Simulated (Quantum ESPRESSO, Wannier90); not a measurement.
**Wannierisation of TlSbTe$_{2}$ (R-3m)**

```xyz
4
Lattice="-2.2326 3.8670 0.0000 -4.4652 0.0000 0.0000 -2.2326 1.2890 7.9094" Properties=species:S:1:pos:R:3 pbc="T T T"
Tl     0.0000     0.0000     0.0000
Sb    -4.4652     2.5780     3.9547
Te     2.2326    -1.2890    -2.2338
Te    -2.2326     1.2890     2.2338
```

Cell from Materials Project (mp-4573), symmetrised, no further relaxation. COD (Crystallography Open Database) has an entry of this formula and space group (matched by these alone). Level: PBEsol, spinors with spin-orbit coupling; pw.x of Quantum ESPRESSO at 64 Ry with PseudoDojo potentials, 4×4×4 k-points, Wannier90. Density: 8×8×8 mesh, cold smearing 0.01 Ry. With spin-orbit coupling a semilocal functional can close or falsely invert a small gap; the band order was not checked against a better method. The gap is small at this level and was sampled on the meshes and a path alone.

A tight-binding model is made by disentanglement and projection with no localisation steps (num_iter = 0), so the 28 orbitals stay atom-like: hydrogen-like Tl: s;p; Sb: s;p; Te: p, axes along x, y, z; frozen window up to 1.63 eV relative to the valence-band maximum. It follows pw.x to 27 meV rms for states up to 1.1 eV relative to the valence-band maximum. Matrix elements depend on this choice of orbitals and windows.

The 45 largest hoppings ⟨m,0|H|n,R⟩ between different sites (one of each Hermitian pair; signs follow the real orbitals' lobes; the list may end inside a set of equal values):

| m | n | R | distance of the centres (Å) | t (eV) | Im t (eV) |
|---|---|---|---|---|---|
| Sb2 py↑ | Te3 py↑ | 0 1 1 | 3.11 | 1.260 | 0.000 |
| Sb2 py↓ | Te3 py↓ | 0 1 1 | 3.11 | 1.260 | 0.000 |
| Sb2 py↑ | Te4 py↑ | 1 0 0 | 3.11 | 1.260 | 0.000 |
| Sb2 py↓ | Te4 py↓ | 1 0 0 | 3.11 | 1.260 | 0.000 |
| Sb2 pz↑ | Te3 py↑ | 0 1 1 | 3.11 | -1.138 | 0.000 |
| Sb2 pz↓ | Te3 py↓ | 0 1 1 | 3.11 | -1.138 | 0.000 |
| Sb2 pz↑ | Te4 py↑ | 1 0 0 | 3.11 | -1.138 | 0.000 |
| Sb2 pz↓ | Te4 py↓ | 1 0 0 | 3.11 | -1.138 | 0.000 |
| Sb2 py↑ | Te3 pz↑ | 0 1 1 | 3.09 | -1.094 | 0.000 |
| Sb2 py↓ | Te3 pz↓ | 0 1 1 | 3.09 | -1.094 | 0.000 |
| Sb2 py↑ | Te4 pz↑ | 1 0 0 | 3.09 | -1.094 | 0.000 |
| Sb2 py↓ | Te4 pz↓ | 1 0 0 | 3.09 | -1.094 | 0.000 |
| Te4 px↑ | Sb2 pz↑ | 0 0 0 | 3.09 | -0.985 | -0.007 |
| Te4 px↓ | Sb2 pz↓ | 0 0 0 | 3.09 | -0.985 | 0.007 |
| Sb2 pz↑ | Te4 px↑ | 0 1 0 | 3.09 | 0.985 | 0.007 |
| Sb2 pz↓ | Te4 px↓ | 0 1 0 | 3.09 | 0.985 | -0.007 |
| Sb2 pz↑ | Te3 px↑ | 1 1 1 | 3.09 | -0.985 | 0.007 |
| Sb2 pz↓ | Te3 px↓ | 1 1 1 | 3.09 | -0.985 | -0.007 |
| Sb2 pz↑ | Te3 px↑ | 1 0 1 | 3.09 | 0.985 | 0.007 |
| Sb2 pz↓ | Te3 px↓ | 1 0 1 | 3.09 | 0.985 | -0.007 |
| Tl1 pz↑ | Te3 py↑ | 1 0 0 | 3.41 | -0.950 | 0.000 |
| Tl1 pz↓ | Te3 py↓ | 1 0 0 | 3.41 | -0.950 | 0.000 |
| Te4 py↑ | Tl1 pz↑ | 1 0 0 | 3.41 | -0.950 | 0.000 |
| Te4 py↓ | Tl1 pz↓ | 1 0 0 | 3.41 | -0.950 | 0.000 |
| Te4 pz↑ | Sb2 px↑ | 0 0 0 | 3.09 | -0.947 | 0.005 |
| Te4 pz↓ | Sb2 px↓ | 0 0 0 | 3.09 | -0.947 | -0.005 |
| Sb2 px↑ | Te4 pz↑ | 0 1 0 | 3.09 | 0.947 | -0.005 |
| Sb2 px↓ | Te4 pz↓ | 0 1 0 | 3.09 | 0.947 | 0.005 |
| Sb2 px↑ | Te3 pz↑ | 1 1 1 | 3.09 | -0.947 | -0.005 |
| Sb2 px↓ | Te3 pz↓ | 1 1 1 | 3.09 | -0.947 | 0.005 |
| Sb2 px↑ | Te3 pz↑ | 1 0 1 | 3.09 | 0.947 | -0.005 |
| Sb2 px↓ | Te3 pz↓ | 1 0 1 | 3.09 | 0.947 | 0.005 |
| Sb2 s↑ | Te3 py↑ | 0 1 1 | 3.11 | -0.917 | 0.000 |
| Sb2 s↓ | Te3 py↓ | 0 1 1 | 3.11 | -0.917 | 0.000 |
| Sb2 s↑ | Te4 py↑ | 1 0 0 | 3.11 | 0.917 | 0.000 |
| Sb2 s↓ | Te4 py↓ | 1 0 0 | 3.11 | 0.917 | 0.000 |
| Tl1 py↑ | Te3 pz↑ | 1 0 0 | 3.42 | -0.908 | 0.000 |
| Tl1 py↓ | Te3 pz↓ | 1 0 0 | 3.42 | -0.908 | 0.000 |
| Te4 pz↑ | Tl1 py↑ | 1 0 0 | 3.42 | -0.908 | 0.000 |
| Te4 pz↓ | Tl1 py↓ | 1 0 0 | 3.42 | -0.908 | 0.000 |
| Te4 px↑ | Sb2 px↑ | 0 0 0 | 3.09 | 0.832 | 0.000 |
| Te4 px↓ | Sb2 px↓ | 0 0 0 | 3.09 | 0.832 | 0.000 |
| Sb2 px↑ | Te4 px↑ | 0 1 0 | 3.09 | 0.832 | 0.000 |
| Sb2 px↓ | Te4 px↓ | 0 1 0 | 3.09 | 0.832 | 0.000 |
| Sb2 px↑ | Te3 px↑ | 1 1 1 | 3.09 | 0.832 | 0.000 |
